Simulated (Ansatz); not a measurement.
In (diamond, Fd-3m) at seven volumes, plane-wave PAW PBE (Ansatz code), scaled uniformly. One row is withheld.

```json
[
 {"V (Å³/atom)": "34.760", "P (GPa)": "?"},
 {"V (Å³/atom)": "35.906", "P (GPa)": "1.59"},
 {"V (Å³/atom)": "37.052", "P (GPa)": "0.71"},
 {"V (Å³/atom)": "38.198", "P (GPa)": "0.00"},
 {"V (Å³/atom)": "39.344", "P (GPa)": "-0.56"},
 {"V (Å³/atom)": "40.490", "P (GPa)": "-1.06"},
 {"V (Å³/atom)": "41.636", "P (GPa)": "-1.49"}
]
```

Problem. Fit the shown pressures and predict the withheld one.

Solution. P = (3/2)B₀(x^(7/2) − x^(5/2))[1 + (3/4)(B′ − 4)(x − 1)] with x = (V₀/V)^(2/3). Least squares on the six rows gives V₀ = 38.220 Å³/atom, B₀ = 21.5 GPa, B′ = 5.17. At V = 34.760, x = 1.0653 and P = 2.61 GPa. The run itself gave 2.60 GPa.

The start of the workflow was typed in or built on a structure type; neither database checked (COD, Materials Project) lists it. It is not the phase usual at ambient conditions (space group No. 139). The cell was relaxed with PBE under the symmetry of its start; its stability against distortions is not shown here.

Potentials: the earlier of the program's two PAW sets.
